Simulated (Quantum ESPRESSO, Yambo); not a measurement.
GaAs (zinc blende, space group F-43m, No. 216) under isotropic strain (on all lattice vectors), counted from the cell relaxed with PBEsol, atoms relaxed at each step. PBE (stringent potentials; Quantum ESPRESSO, PseudoDojo norm-conserving, 114 Ry, without SOC); G0W0 in Yambo (4×4×4 Γ-centred k mesh, bands 9 to 217 and a 15 Ry block in the screening, 217 bands in G with the Bruneval-Gonze terminator, plasmon pole fitted at 27.2 eV).

```tsv
strain s (%)	PBE direct gap at Γ (eV)	G0W0 direct gap at Γ (eV)
-3	?	?
-2	0.958	1.672
-1	0.722	1.401
-0.5	0.607	1.267
0	0.493	1.133
+0.5	0.382	1.004
+1	0.272	0.882
```

Task: Fit a parabola in s to each column by least squares and predict the withheld row.

Result: PBE: E = 0.493 − 0.2250 s + 0.0037 s² (largest residual 0 meV), giving 1.202 eV at s = -3; the run gave 1.200 eV, a miss of 1 meV. G0W0: E = 1.135 − 0.2595 s + 0.0048 s² (largest residual 2 meV), giving 1.956 eV at s = -3; the run gave 1.951 eV, a miss of 5 meV. The withheld row lies outside the fitted range, so this is an extrapolation. The GW settings are held fixed; their convergence isn't established. The screening block changes size along the series (307 vectors at -3 %, 307 vectors at -2 %, 307 vectors at -1 %, 331 vectors at -0.5 %, 331 vectors at +0 %, 331 vectors at +0.5 %, 339 vectors at +1 %), which puts steps into the G0W0 values. Spin-orbit splittings are left out.
